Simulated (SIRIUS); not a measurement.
A self-consistent single point of Ge (Fd-3m, 8 atoms in the cell; from Materials Project mp-32, changed as shown).

```yaml
crystal:
  lattice:
    - [5.78835, 0.00000, 0.00000]
    - [0.00000, 5.78835, 0.00000]
    - [0.00000, 0.00000, 5.78835]
  atoms:
    - { symbol: Ge, position: [0.50000, 0.00000, 0.50000] }
    - { symbol: Ge, position: [0.25000, 0.25000, 0.25000] }
    - { symbol: Ge, position: [0.50000, 0.50000, 0.00000] }
    - { symbol: Ge, position: [0.25000, 0.75000, 0.75000] }
    - { symbol: Ge, position: [0.00000, 0.00000, 0.00000] }
    - { symbol: Ge, position: [0.75000, 0.25000, 0.75000] }
    - { symbol: Ge, position: [0.00000, 0.50000, 0.50000] }
    - { symbol: Ge, position: [0.75000, 0.75000, 0.25000] }
```

Level of theory: PBE, GBRV PBE ultrasoft pseudopotentials (plane waves; SIRIUS).

SIRIUS settings:

parameters.ngridk: 6 6 6
parameters.xc_functionals: [XC_GGA_X_PBE, XC_GGA_C_PBE]
parameters.gk_cutoff: 6.325 1/bohr
parameters.pw_cutoff: 14.143 1/bohr
parameters.smearing: fermi_dirac
parameters.smearing_width: 0.00367493 Ha
potentials: GBRV PBE ultrasoft pseudopotentials
parameters.electronic_structure_method: pseudopotential
parameters.num_bands: 67
parameters.num_mag_dims: 0
parameters.num_dft_iter: 100
parameters.energy_tol: 1e-07 Ha
parameters.density_tol: 1e-06
mixer.type: broyden2
mixer.beta: 0.5
mixer.use_hartree: false

Results:

- Number of valence electrons = 112
- Number of bands = 67
- Number of k-points after the program's reduction = 20
- Number of plane waves (most at a k-point) = 5632
- Number of SCF iterations = 18
- FFT grid = 54 × 54 × 54
- Free energy E − TS = -23254.9361 eV
- Fermi level (on the code's own zero) = 7.59 eV
- Pressure = -0.81 GPa

Stress (GPa, positive for compression):
```
-0.81   0.00   0.00
 0.00  -0.81   0.00
 0.00   0.00  -0.81
```

For comparison: a first run was changed to give this one (lattice scaled by 1.02), and from it to this one the free energy goes down by 8.5 meV/atom and the pressure goes from 2.95 to -0.81 GPa.

The structure comes from a collection of computed structures, made at another level of theory; the collection holds predicted forms beside known ones.

Cost on one core: very roughly 120 core-seconds.
